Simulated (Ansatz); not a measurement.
Relaxed-ion elastic tensor of Fe (bcc (W type), space group No. 229) in GPa (Voigt order), PBE in the plane-wave PAW code Ansatz; density 8.17 g/cm³, 11.35 Å³ per atom.

```csv
,1,2,3,4,5,6
1,278,150,150,0.0,0.0,0.0
2,150,278,150,0.0,0.0,0.0
3,150,150,278,0.0,0.0,0.0
4,0.0,0.0,0.0,111,0.0,0.0
5,0.0,0.0,0.0,0.0,111,0.0
6,0.0,0.0,0.0,0.0,0.0,111
```

**Question.** Is the crystal mechanically stable?

**Answer.** Yes: the smallest eigenvalue of C is 111 GPa.

**Question.** Work out the Voigt, Reuss and Hill averages.

**Answer.** K_V = 193, K_R = 193, K_H = 193; G_V = 92.3, G_R = 86.0, G_H = 89.2 GPa.

**Question.** Give Young's modulus, Poisson's ratio, Pugh's ratio and the universal anisotropy index.

**Answer.** E = 9KG/(3K + G) = 232 GPa; ν = 0.30; K/G = 2.16 (ductile by the Pugh limit of 1.75); A_U = 5G_V/G_R + K_V/K_R − 6 = 0.37.

**Question.** Estimate the sound speeds and the Debye temperature.

**Answer.** v_l = √((K + 4G/3)/ρ) = 6180 m/s, v_t = √(G/ρ) = 3300 m/s, mean 3690 m/s; Θ = (h/k)(3n/4πV)^(1/3) v_m = 489 K.

**Question.** Give the Zener ratio and Young's modulus along [100], [110] and [111].

**Answer.** A = 2C44/(C11 − C12) = 1.73; 1/E = S11 − 2(S11 − S12 − S44/2)Γ with Γ = 0, 1/4, 1/3 gives 173, 242, 279 GPa.

**Question.** Solve the Christoffel equation for the three sound speeds along [100], [110], [111].

**Answer.** Eigenvalues of C_ijkl n_j n_l equal ρv². In km/s, slowest first: [100] 3.69, 3.69, 5.84; [110] 2.80, 3.69, 6.31; [111] 3.13, 3.13, 6.46.

Space group Im-3m (bcc (W type)). The cell was relaxed with PBE under the symmetry of its start. The final state is ferromagnetic, chosen from 3 collinear starts compared on coarse meshes (ties went to the first, and starts can fall back to one state), not a proven ground state. Textbook magnetic order: ferromagnetic. As this level gives no gap, shear constants depend on the k-mesh and smearing (Fermi–Dirac, 0.1 eV here).

Potentials: the later of the program's two PAW sets.
